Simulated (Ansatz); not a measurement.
Starting cell, HfN (rock salt):

```xyz
2
Lattice="0.0000 2.2627 2.2627 2.2627 0.0000 2.2627 2.2627 2.2627 0.0000" Properties=species:S:1:pos:R:3 pbc="T T T"
N      0.0000     0.0000     0.0000
Hf     2.2627     2.2627     2.2627
```

Two-dimensional scan of atom 1 (N, nearest neighbour Hf at 2.263 Å; its periodic images, 3.2 Å or more away, move with it): u runs along (1.000, 0.000, 0.000), v along (0.000, 0.000, 1.000) (Cartesian). Cell and other atoms are fixed.

Computed with r2SCAN (plane waves to 500 eV, PAW, scalar-relativistic; Ansatz, an electronic-structure program). k mesh 14×14×14 (Γ-centred), Fermi-Dirac smearing 0.05 eV. Energies are smeared free energies. With partly filled bands, energies and forces of such displacements shift with the k mesh and the smearing. HfN is run without spin polarisation. HfN was relaxed with its symmetry unable to fall. Spin-orbit coupling is left out, though Hf is heavy. The last digit holds for this mesh only.

Changes of ΔE (meV/cell) from the point u = 0.000 Å, v = 0.000 Å when one coordinate moves alone (two changes are said to add if the coupling is within 5 % of the smaller one, nearly so within 20 %):

| point | change |
|---|---|
| u = 0.000 Å, v = -0.340 Å | 732.9 |
| u = 0.000 Å, v = -0.227 Å | 305.6 |
| u = 0.000 Å, v = -0.113 Å | 74.9 |
| u = -0.340 Å, v = 0.000 Å | 732.9 |
| u = -0.227 Å, v = 0.000 Å | 305.6 |
| u = -0.113 Å, v = 0.000 Å | 74.9 |
| u = 0.113 Å, v = 0.000 Å | 74.9 |
| u = 0.227 Å, v = 0.000 Å | 305.6 |
| u = 0.340 Å, v = 0.000 Å | 732.9 |
| u = 0.000 Å, v = 0.113 Å | 74.9 |
| u = 0.000 Å, v = 0.227 Å | 305.6 |
| u = 0.000 Å, v = 0.340 Å | 732.9 |

Task: Do the two effects add at u = -0.227 Å, v = 0.340 Å? Give the computed change.

Result: The sum of the single changes is 305.6 + (732.9) = 1038.5; the calculation gives 979.2, so the coupling contributes -59.3 (under 20 % of the smaller single change, nearly additive).

Task: What is the change at u = -0.227 Å, v = 0.113 Å, where both move, and how far is it from the sum?

Result: The sum of the single changes is 305.6 + (74.9) = 380.5; the calculation gives 372.9, so the coupling contributes -7.6 (under 20 % of the smaller single change, nearly additive).

Task: What is the change at u = 0.113 Å, v = -0.340 Å, where both move, and how far is it from the sum?

Result: The sum of the single changes is 74.9 + (732.9) = 807.8; the calculation gives 789.5, so the coupling contributes -18.3 (over 20 % of the smaller single change, not additive).

(A displaced cell: forces are minus the slopes of the energy, force constants its curvatures, and phonons follow from these.)
